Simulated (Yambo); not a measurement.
Yambo run on ZnCl2 (space group P4_2/nmc, No. 137). The wavefunctions come from this Quantum ESPRESSO step (PBEsol, PseudoDojo standard norm-conserving files, scalar-relativistic):

```
&CONTROL
  calculation = 'nscf'
  pseudo_dir = './pseudo'
  outdir = './out'
/
&SYSTEM
  ibrav = 0
  nat = 6
  ntyp = 2
  ecutwfc = 84.0
  ecutrho = 336.0
  occupations = 'fixed'
  force_symmorphic = .true.
  nbnd = 222
/
&ELECTRONS
  conv_thr = 6.000000000000001e-09
  diago_full_acc = .true.
  diago_thr_init = 1e-08
/
ATOMIC_SPECIES
Cl 35.4500 Cl.upf
Zn 65.3800 Zn.upf
CELL_PARAMETERS angstrom
  3.685380000000   0.000000000000   0.000000000000
  0.000000000000   3.685380000000   0.000000000000
  0.000000000000   0.000000000000  10.886690000000
ATOMIC_POSITIONS crystal
Cl   0.500000000000   0.000000000000   0.123140000000
Cl   0.500000000000   0.000000000000   0.623140000000
Cl   0.000000000000   0.500000000000   0.376860000000
Cl   0.000000000000   0.500000000000   0.876860000000
Zn   0.000000000000   0.000000000000   0.000000000000
Zn   0.500000000000   0.500000000000   0.500000000000
K_POINTS automatic
4 4 1 0 0 0
```

Yambo input:

```
rim_cut
gw0
dyson
el_el_corr
HF_and_locXC
ppa
em1d
RandQpts= 1000000
RandGvec= 1 Ry
EXXRLvcs= 84 Ry
VXCRLvcs= 336 Ry
Chimod= "HARTREE"
% BndsRnXp
 9 | 221 |
%
NGsBlkXp= 7 Ry
% LongDrXp
 1.0 | 1.0 | 1.0 |
%
PPAPntXp= 27.2114 eV
% GbndRnge
 1 | 221 |
%
GTermKind= "BG"
DysSolver= "n"
ExtendOut
% QPkrange
 1 | 1 | 34 | 35 |
 6 | 6 | 34 | 35 |
%
```

k points by index: 1 = Γ, 6 = M.

Table of the .qp output:

```
#    K-point    Band    Eo [eV]    E [eV]    E-Eo [eV]    Vxc [eV]    Vnlxc [eV]    Sc|Eo [eV]    Sc|E [eV]    dSc/dw|Eo [eV]    Re(Z)    Im(Z)
#
    1    34    0.000000    -1.650757    -1.650757    -16.38873    -21.00541    2.566555    2.965921    -6.582756    0.805208    -0.001253
    1    35    3.756855    4.673449    0.916593    -11.24199    -6.864417    -3.289004    -3.460983    -5.105115    0.842026    -0.001058
    6    34    -1.092100    -2.889692    -1.797592    -13.68720    -18.58783    2.654041    3.103040    -6.796247    0.800153    -0.001438
    6    35    6.202973    7.012221    0.809248    -9.370244    -5.167616    -3.252638    -3.393381    -4.731853    0.851865    -0.001213
```
(The two width columns are left out.) Convergence of these settings isn't established.

Geometry of the Materials Project entry, not relaxed at this level.

The distance between layers or molecules is the database entry's, not relaxed here. Functionals without dispersion can leave it too large, which widens gaps and weakens the response across layers: the numbers belong to this cell.
